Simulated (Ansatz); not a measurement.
Starting structure, 1 HCOOH a cell, donor, over a top O site (TiO$_{2}$, I4_1/amd (No. 141), (1 0 1) face):

```
CELL_PARAMETERS angstrom
7.57474 0.00000 0.00000
-1.89369 5.14665 0.00000
0.00000 0.00000 26.40286
ATOMIC_POSITIONS crystal
O 0.15766 0.63063 0.30300
O 0.65766 0.63063 0.30300
Ti 0.06769 0.27077 0.33076
Ti 0.56769 0.27077 0.33076
O 0.29958 0.19832 0.33634
O 0.79958 0.19832 0.33634
O 0.47773 0.91090 0.35851
O 0.97773 0.91090 0.35851
Ti 0.20961 0.83846 0.36410
Ti 0.70961 0.83846 0.36410
O 0.11965 0.47860 0.39186
O 0.61965 0.47860 0.39186
O 0.22620 0.90468 0.43725
O 0.72620 0.90468 0.43725
Ti 0.13427 0.53710 0.47073
Ti 0.63427 0.53710 0.47073
O 0.36574 0.46297 0.47143
O 0.86574 0.46297 0.47143
O 0.54601 0.18403 0.50290
O 0.04601 0.18403 0.50290
Ti 0.26994 0.07970 0.49526
Ti 0.76994 0.07970 0.49526
O 0.19089 0.76364 0.52623
O 0.69089 0.76364 0.52623
O 0.56738 0.77479 0.63260
C 0.53038 0.77813 0.68412
O 0.65048 0.76728 0.71617
H 0.69089 0.76364 0.62016
H 0.39776 0.79010 0.69671
```

Theory: DFT PBE+D3(BJ), scalar-relativistic, plane waves, PAW (Ansatz 0.2.0). Settings: cutoff 420 eV, Γ-centred mesh 2×3×1 on the computed 29-atom cell, Gaussian smearing of 0.05 eV; no spin polarisation. A dipole correction removes the field between periodic images along c.

Atoms 1, 2, 3, 4, 5, 6, 7, 8, 9, 10, 11, 12 (counted from 1) are held. The cell is fixed. Force threshold 0.04 eV/Å.

```csv
step,E − E_final (eV),largest force (eV/Å)
1,1.466,5.642
2,1.108,2.335
3,1.219,2.686
4,1.017,0.269
5,1.000,0.160
6,0.977,0.384
7,0.953,0.823
8,0.920,0.711
9,0.894,0.175
10,0.870,0.190
11,0.874,0.726
12,0.861,0.114
13,0.855,0.158
14,0.851,0.427
15,0.843,0.224
16,0.850,0.260
17,0.841,0.089
18,0.839,0.032
19,0.839,0.409
20,0.838,0.076
21,0.837,0.078
22,0.836,0.196
23,0.835,0.142
24,0.832,0.196
25,0.832,0.464
26,0.825,0.306
27,0.815,0.141
28,0.805,0.422
29,0.807,0.925
30,0.793,0.158
```

(1) What is the final structure?

The end is the local minimum or symmetric point that this start leads to. The slab is only 5.9 Å thick, so the energy isn't converged with thickness.

Results:

(1)
```yaml
crystal:
  lattice:
    - [7.57474, 0.00000, 0.00000]
    - [-1.89369, 5.14665, 0.00000]
    - [0.00000, 0.00000, 26.40286]
  atoms:
    - { symbol: O, position: [0.15766, 0.63063, 0.30300] }
    - { symbol: O, position: [0.65766, 0.63063, 0.30300] }
    - { symbol: Ti, position: [0.06769, 0.27077, 0.33076] }
    - { symbol: Ti, position: [0.56769, 0.27077, 0.33076] }
    - { symbol: O, position: [0.29958, 0.19832, 0.33634] }
    - { symbol: O, position: [0.79958, 0.19832, 0.33634] }
    - { symbol: O, position: [0.47773, 0.91090, 0.35851] }
    - { symbol: O, position: [0.97773, 0.91090, 0.35851] }
    - { symbol: Ti, position: [0.20961, 0.83846, 0.36410] }
    - { symbol: Ti, position: [0.70961, 0.83846, 0.36410] }
    - { symbol: O, position: [0.11965, 0.47860, 0.39186] }
    - { symbol: O, position: [0.61965, 0.47860, 0.39186] }
    - { symbol: O, position: [0.22522, 0.90223, 0.43868] }
    - { symbol: O, position: [0.72727, 0.89893, 0.43664] }
    - { symbol: Ti, position: [0.13483, 0.53722, 0.46884] }
    - { symbol: Ti, position: [0.62635, 0.52338, 0.46846] }
    - { symbol: O, position: [0.36324, 0.45514, 0.46948] }
    - { symbol: O, position: [0.86358, 0.45697, 0.47057] }
    - { symbol: O, position: [0.54725, 0.17999, 0.50100] }
    - { symbol: O, position: [0.04011, 0.17440, 0.50064] }
    - { symbol: Ti, position: [0.26588, 0.07362, 0.50065] }
    - { symbol: Ti, position: [0.77191, 0.07949, 0.49359] }
    - { symbol: O, position: [0.18950, 0.74686, 0.52664] }
    - { symbol: O, position: [0.67982, 0.75650, 0.52600] }
    - { symbol: O, position: [0.49696, 0.62301, 0.60687] }
    - { symbol: C, position: [0.35747, 0.40490, 0.60923] }
    - { symbol: O, position: [0.30012, 0.23795, 0.57596] }
    - { symbol: H, position: [0.56628, 0.66344, 0.57158] }
    - { symbol: H, position: [0.28751, 0.37372, 0.64655] }
```

Cost: 1 run of about 42 core-minutes, on Intel Xeon 6975P-C (Granite Rapids) (shared hosts).